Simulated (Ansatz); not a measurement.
## PbF₂: the gap from level to level

A database entry relaxed whole under r2SCAN at zero pressure (Pnma, No. 62):

```
CELL_PARAMETERS angstrom
6.41826 0.00000 0.00000
0.00000 3.88489 0.00000
0.00000 0.00000 7.68131
ATOMIC_POSITIONS crystal
Pb 0.74450 0.75000 0.10439
Pb 0.25550 0.25000 0.89561
Pb 0.75550 0.25000 0.60439
Pb 0.24450 0.75000 0.39561
F 0.14047 0.75000 0.06381
F 0.85953 0.25000 0.93619
F 0.35953 0.25000 0.56381
F 0.64047 0.75000 0.43619
F 0.52740 0.75000 0.84785
F 0.47260 0.25000 0.15215
F 0.97260 0.25000 0.34785
F 0.02740 0.75000 0.65215
```

Its volume is 15.96 Å³ an atom, +0.3 % against the entry's 15.91, which is old or was flagged in a check.

Single points on this cell with plane-wave PAW DFT (Ansatz 0.2.0; r2SCAN 500 eV, hybrids 420 eV; fermi-dirac occupations of width 0.020 eV; no moments): r2SCAN on a 6×8×4 Γ-centred mesh; r2SCAN with spin-orbit coupling on a 2×2×2 Γ-centred mesh; HSE06 on a 4×4×2 Γ-centred mesh; PBE0 on a 4×4×2 Γ-centred mesh.

Problem. How do gap, pressure and charges move from level to level?

Solution. The runs give:

```tsv
level	gap (eV), or kind	pressure (GPa)	Bader charge of Pb (e)	Bader charge of F (e)
r2SCAN	4.78	0.0	+1.61	-0.80
r2SCAN with spin-orbit coupling	4.40	-0.1	+1.59	-0.79
HSE06	its mesh misses the band edges	1.4	+1.65	-0.82
PBE0	its mesh misses the band edges	1.3	+1.65	-0.82
```

Under r2SCAN the gap is 4.78 eV, over mesh and band path. Spin-orbit coupling moves the r2SCAN gap by -0.38 eV. The charge on Pb goes from +1.61 to +1.65 e under HSE06.

Caveats: the relaxation kept the start's symmetry; hybrid pressures are good to a few tenths of a GPa; pressure is positive in compression.
